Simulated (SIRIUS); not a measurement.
Band structure of Ag (Fm-3m, 1 atom in the cell; from Materials Project mp-124).

```
Ag
1.0
    0.00000     2.05218     2.05218
    2.05218     0.00000     2.05218
    2.05218     2.05218     0.00000
Ag
1
Direct
  0.00000   0.00000   0.00000
```

Method: PBE, FP-LAPW (LAPW with two local orbitals a valence shell; core below -3 Ha), all-electron full potential with ZORA scalar-relativistic valence and Dirac core in SIRIUS.

Settings: parameters.ngridk = 12 12 12; basis = LAPW with two local orbitals a valence shell, core below -3 Ha; unit_cell.atom_type_rmt = {Ag: 2.4} bohr; parameters.xc_functionals = [XC_GGA_X_PBE, XC_GGA_C_PBE]; parameters.aw_cutoff = 7; parameters.pw_cutoff = 20 1/bohr; parameters.smearing = gaussian; parameters.smearing_width = 0.00999582 Ha; parameters.electronic_structure_method = full_potential_lapwlo; parameters.lmax_apw = 8; parameters.lmax_rho = 8; parameters.lmax_pot = 8; parameters.auto_rmt = 0; parameters.num_fv_states = 13.

The structure comes from a collection of computed structures, made at another level of theory; the collection holds predicted forms beside known ones. Values depend on the basis (sphere radii, cutoffs, local orbitals), which need not be converged.

Points are given in units of this cell's reciprocal vectors. Levels in eV from the Fermi level, bands 5 to 12:
| point | 5 | 6 | 7 | 8 | 9 | 10 | 11 | 12 |
|---|---|---|---|---|---|---|---|---|
| Γ (0 0 0) | -4.77 | -4.77 | -4.77 | -3.73 | -3.73 | 15.83 | 19.69 | 19.69 |
| X (0.5 0 0.5) | -6.21 | -2.94 | -2.68 | -2.68 | 1.75 | 6.62 | 10.94 | 10.94 |
| W (0.5 0.25 0.75) | -4.99 | -4.99 | -3.66 | -2.68 | 6.12 | 6.12 | 6.84 | 8.28 |
| K (0.375 0.375 0.75) | -5.51 | -4.01 | -3.49 | -2.97 | 4.43 | 5.27 | 7.10 | 13.06 |
| L (0.5 0.5 0.5) | -4.76 | -4.76 | -2.92 | -2.92 | -0.27 | 3.50 | 15.15 | 18.34 |
| U (0.625 0.25 0.625) | -5.51 | -4.01 | -3.49 | -2.97 | 4.43 | 5.27 | 7.10 | 13.06 |

1 band crosses the Fermi level along this path, so the cell has no gap at this level.
